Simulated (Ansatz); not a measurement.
A plane-wave DFT run in Ansatz 0.2.0 (scalar-relativistic PAW potentials unless the input names others): input and command.

```yaml
crystal:
  lattice:
    - [1.8999513061, -1.8999513061, 0.0]
    - [1.8999513061, 0.0, -1.8999513061]
    - [11.0639068395, 11.0639068395, 11.0639068395]
  atoms:
    - { symbol: Rh, position: [0.6666666667, 0.6666666667, 0.0572302757] }
    - { symbol: Rh, position: [0.0, 0.0, 0.629647516] }
    - { symbol: Rh, position: [0.3333333333, 0.3333333333, 0.1717137238] }
    - { symbol: Rh, position: [0.6666666667, 0.6666666667, 0.4006806199] }
    - { symbol: Rh, position: [0.0, 0.0, 0.2861971718] }
    - { symbol: Rh, position: [0.3333333333, 0.3333333333, 0.515164068] }
basis:
  ecutwfc: "30 meV"
kpoints:
  mp_grid: { grid: [25, 25, 5] }
hamiltonian:
  xc: r2scan
scf:
  occupations: { method: gaussian, width: 0.15 }
  max_iter: 50
output:
  forces: true
  eigenvalues: true
  stress: true
```

```bash
ansatz run input.yaml --threads 2 --pin off --max-ram 5120MiB --backend cpu --events-out ev --progress --plain --runs-dir out
```

Task: What will the program do with this input?

Result: The program refuses it, because of a cutoff in the wrong unit (basis.ecutwfc: 500 → "30 meV"). With the sound run's settings it is accepted.

Abridged log:
```
Error: inconsistent input (basis.ecutwfc, kpoints): the smallest per-k basis holds n_pw = 0 plane waves (k-point 2, counted from 0 among those solved) but the deck needs at least 52 band(s) per channel, and no run solves more bands than the smallest per-k basis has plane waves; raise basis.ecutwfc until the smallest per-k basis, which caps the automatic band count, holds at least 52 plane waves
```